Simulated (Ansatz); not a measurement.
Relaxed WSe$_{2}$ (2H-MoS2 type, space group P6_3/mmc):

```
CELL_PARAMETERS angstrom
      3.29989     0.00000     0.00000
     -1.64994     2.85779     0.00000
      0.00000     0.00000    13.15129
ATOMIC_POSITIONS crystal
  W  0.33333 0.66667 0.25000
  W  0.66667 0.33333 0.75000
  Se 0.33333 0.66667 0.62336
  Se 0.66667 0.33333 0.12336
  Se 0.66667 0.33333 0.37664
  Se 0.33333 0.66667 0.87664
```

Scan: atom 5 (Se, nearest neighbour W at 2.531 Å; its periodic images, 3.3 Å or more away, move with it) is displaced along Cartesian z, direction (0.000, 0.000, 1.000) in Cartesian axes, by s. The other atoms stay.

All values below come from r2SCAN+rVV10 (plane waves to 500 eV, PAW, scalar-relativistic; Ansatz, an electronic-structure program). k mesh 9×9×2 (Γ-centred), Fermi-Dirac smearing 0.05 eV. Energies are smeared free energies. As the smearing reaches across the gap at some points, energies and forces of such displacements shift with the k mesh and the smearing. Spin-orbit coupling is left out, though W is heavy. WSe2 is run without spin polarisation. WSe2 was relaxed with its symmetry unable to fall. The zero of ΔE is the undisplaced structure.

The scan covers s from -0.510 to 0.510 Å in 11 points.

Is this a single well or a double well?

A single well with its minimum at or next to zero displacement.

Is the energy the same for displacements of ±0.510 Å, and if not, which side lies higher?

Not even: the negative side lies higher at ±0.510 Å. With its periodic images moving along, the atom's site symmetry in this cell is 3m..

What is the energy change at s = 0.510 Å?

1463 meV/cell.

What force acts on the atom along the line at s = -0.510 Å?

11.3 eV/Å.

What is the force constant k = d²E/ds² of this move at s = 0?

16.8 eV/Å².

(For displaced atoms, the force is minus the slope of the energy, and its curvature is a force constant, which sets phonon frequencies.)
